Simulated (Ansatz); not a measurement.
**Question.** Rh (diamond, Fd-3m) is relaxed with plane-wave PAW PBE (Ansatz code). What lattice parameters of the conventional cell result?

**Answer.** a = 5.512 Å.

The start of the workflow was typed in or built on a structure type; neither database checked (COD, Materials Project) lists it. It is not the phase usual at ambient conditions (space group No. 225). The PBE relaxation kept the symmetry of its start; whether a distortion lowers the energy is not shown. The workflow began spin-polarised and lost its moments.

Potentials: the earlier of the program's two PAW sets.
